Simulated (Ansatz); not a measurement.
V2SiN:
```yaml
crystal:
  lattice:
    - [2.92940, 0.00000, 0.00000]
    - [-1.46470, 2.53694, 0.00000]
    - [0.00000, 0.00000, 12.06890]
  atoms:
    - { symbol: V, position: [0.66667, 0.33333, 0.58965] }
    - { symbol: V, position: [0.33333, 0.66667, 0.41035] }
    - { symbol: V, position: [0.33333, 0.66667, 0.08965] }
    - { symbol: V, position: [0.66667, 0.33333, 0.91035] }
    - { symbol: Si, position: [0.66667, 0.33333, 0.25000] }
    - { symbol: Si, position: [0.33333, 0.66667, 0.75000] }
    - { symbol: N, position: [0.00000, 0.00000, 0.50000] }
    - { symbol: N, position: [0.00000, 0.00000, 0.00000] }
```

Relaxed with PBE. Special points in fractions of this cell's reciprocal vectors: Γ (0.000, 0.000, 0.000); M (0.500, 0.000, 0.000); K (0.333, 0.333, 0.000); A (0.000, 0.000, 0.500); L (0.500, 0.000, 0.500); H (0.333, 0.333, 0.500).

List the band energies nearest the Fermi level at these points for DFT-PBE in the program Ansatz with PAW potentials.

In eV from the Fermi level; about four levels below and three above (degenerate sets whole), none deeper than 8.9 eV; points with the same levels are listed once.

| k | below | above |
|---|---|---|
| Γ | -0.84 -0.84 -0.70 -0.09 -0.09 | 0.09 0.09 0.82 0.82 |
| M | -3.08 -3.01 -2.76 -0.02 | 0.37 0.62 0.69 |
| K | -1.84 -0.76 -0.14 -0.14 | 0.35 0.35 0.93 |
| A | 0.00 0.00 0.00 0.00 | 0.89 0.89 0.89 0.89 |
| L | -3.24 -3.24 -2.84 -2.84 | 0.20 0.20 0.51 0.51 |
| H | -1.34 -1.34 -0.28 -0.28 | 0.69 0.69 0.93 0.93 |

Space group P6_3/mmc. The start of the workflow was typed in or built on a structure type; neither database checked (COD, Materials Project) lists it. Its standing as an ambient phase is unchecked. The cell was relaxed with PBE under the symmetry of its start; its stability against distortions is not shown here. The workflow began spin-polarised and lost its moments.

Potentials: the later of the program's two PAW sets.
